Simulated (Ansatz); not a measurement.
**Rb2AlH4: zone-centre modes**

Theory: DFT PBE, scalar-relativistic, plane waves, PAW (Ansatz). Plane waves to 420 eV; Γ-centred k mesh 8×8×10; Fermi-Dirac smearing of 0.15 eV. No spin polarisation. Phonons by linear response, acoustic sum rule imposed.

Relaxed structure:
```yaml
crystal:
  lattice:
    - [2.78617, -9.35945, 0.04362]
    - [2.78617, 9.35945, 0.04362]
    - [-2.71786, 0.00000, 4.19801]
  atoms:
    - { symbol: Rb, position: [0.20351, 0.47206, 0.71778] }
    - { symbol: Rb, position: [0.47206, 0.20351, 0.71778] }
    - { symbol: Al, position: [0.96416, 0.96416, 0.91820] }
    - { symbol: H, position: [0.63418, 0.63418, 0.81985] }
    - { symbol: H, position: [0.19418, 0.04794, 0.11255] }
    - { symbol: H, position: [0.98430, 0.98430, 0.60200] }
    - { symbol: H, position: [0.04794, 0.19418, 0.11255] }
```

The cell was found from a structure generator's guess, not taken from experiment. In a metal, frequencies depend on the k mesh and the smearing, soft modes most.

(1) Is this structure stable against zone-centre distortions?

(2) List the optical modes at Γ (i marks imaginary ones).

## Answers

(1) Yes, at Γ: no optical mode is imaginary. Strains and other wave vectors aren't tested by this run.

(2)
```csv
frequency (cm⁻¹),degeneracy
25,1
38,1
70,1
77,1
98,1
106,1
223,1
245,1
329,1
680,1
700,1
740,1
762,1
777,1
1644,1
1678,1
1690,1
1745,1
```
